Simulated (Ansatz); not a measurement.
**CsPbCl3: quadrupole couplings from first principles**

```
Cs Pb Cl
1.0
     5.60500    0.00000    0.00000
     0.00000    5.60500    0.00000
     0.00000    0.00000    5.60500
Cs Pb Cl
1 1 3
Cartesian
  0.0000 0.0000 0.0000
  2.8025 2.8025 2.8025
  0.0000 2.8025 2.8025
  2.8025 0.0000 2.8025
  2.8025 2.8025 0.0000
```

Atoms are numbered in the order listed.

The cell is COD entry 1530110, as deposited and not checked against the literature; nothing was relaxed.

Levels of theory: DFT, PBE, all-electron PAW with datasets made for the crystal, scalar-relativistic (Ansatz 0.2.0); DFT, PBE, PAW with Ansatz's default frozen-core files, scalar-relativistic (Ansatz 0.2.0).

For the crystal-made all-electron datasets (AE datasets): a Γ-centred 5×5×5 k mesh, Fermi–Dirac smearing of 0.01 eV, cutoff 240 eV (chosen by the program for this cell), no spin polarisation. PAW takes a cutoff of 420 eV at this cell. The Ansatz runs share mesh, smearing and spin set-up.

Spin–orbit coupling is left out, which moves gradients at and beside heavy atoms by some per cent and at worst by a factor of two.

Vzz is the principal value of largest size of the traceless field-gradient tensor, in 10²¹ V/m², and η = (Vxx − Vyy)/Vzz with |Vzz| ≥ |Vyy| ≥ |Vxx|.

```json
{"site": "Cs1", "site symmetry": "m-3m", "Vzz (η), AE datasets": "0 (under 0.004)", "Vzz (η), PAW": "0 (under 0.004)"}
{"site": "Pb2", "site symmetry": "m-3m", "Vzz (η), AE datasets": "0 (under 0.004)", "Vzz (η), PAW": "0 (under 0.004)"}
{"site": "Cl3", "site symmetry": "4/mm.m", "Vzz (η), AE datasets": "8.75 (η = 0.00)", "Vzz (η), PAW": "8.78 (η = 0.00)"}
```
